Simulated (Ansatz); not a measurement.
Level of theory: Ansatz 0.2.0, DFT PBE, scalar-relativistic, plane waves, PAW. Settings: cutoff 420 eV, Γ-centred meshes spaced at most about 0.3 Å⁻¹, and about 0.25 Å⁻¹ or finer for metals (2π included), Gaussian smearing. No spin polarisation in the final relaxations.

Temperature and zero-point effects are left out.

Two relaxed structures of La3N2:

A.

```cif
data_structure
_symmetry_space_group_name_H-M 'Cmmm'
_symmetry_Int_Tables_number 65
_cell_length_a 6.1539
_cell_length_b 11.3069
_cell_length_c 3.7394
_cell_angle_alpha 90.000
_cell_angle_beta 90.000
_cell_angle_gamma 90.000
_cell_volume 260.20
loop_
_atom_site_label
_atom_site_type_symbol
_atom_site_symmetry_multiplicity
_atom_site_Wyckoff_symbol
_atom_site_fract_x
_atom_site_fract_y
_atom_site_fract_z
_atom_site_occupancy
La1 La 4 j 0.50000 0.14749 0.50000 1
La2 La 2 a 0.00000 0.00000 0.00000 1
N1 N 4 g 0.38838 0.00000 0.00000 1
```

B.

```cif
data_structure
_symmetry_space_group_name_H-M 'P4/mmm'
_symmetry_Int_Tables_number 123
_cell_length_a 5.4844
_cell_length_b 5.4844
_cell_length_c 4.6358
_cell_angle_alpha 90.000
_cell_angle_beta 90.000
_cell_angle_gamma 90.000
_cell_volume 139.44
loop_
_atom_site_label
_atom_site_type_symbol
_atom_site_symmetry_multiplicity
_atom_site_Wyckoff_symbol
_atom_site_fract_x
_atom_site_fract_y
_atom_site_fract_z
_atom_site_occupancy
La1 La 2 e 0.50000 0.00000 0.50000 1
La2 La 1 c 0.50000 0.50000 0.00000 1
N1 N 2 f 0.50000 0.00000 0.00000 1
```

Question: Which is lower in energy, and by how much?

Answer: A is lower, by 0.43 eV/atom. A has space group Cmmm (No. 65), 26.0 Å³/atom and no gap on its mesh; B has space group P4/mmm (No. 123), 27.9 Å³/atom and no gap. Counting N atoms around La (those within 1.25 times the shortest such distance or 1.15 times the sum of covalent radii; a slash parts the counts of unlike sites), A and B both have La 2/4. A holds N–N pairs (shortest 1.37 Å); in B the shortest N–N distance is 3.88 Å. The denser one is the lower, and pressure would at first widen the difference. Both come from invented guesses. A third cell relaxed alike, in Immm, lies 0.35 eV/atom below the lower of the two.

In Cmmm, P4/mmm an odd number of electrons in the primitive cell allows no gap without spin; a larger cell or a magnetic state could open one. A magnetic state wasn't ruled out in cells without spin, among them Cmmm, P4/mmm. With atoms moved at random, Cmmm came back. Other cells relaxed within their symmetry can be saddle points.
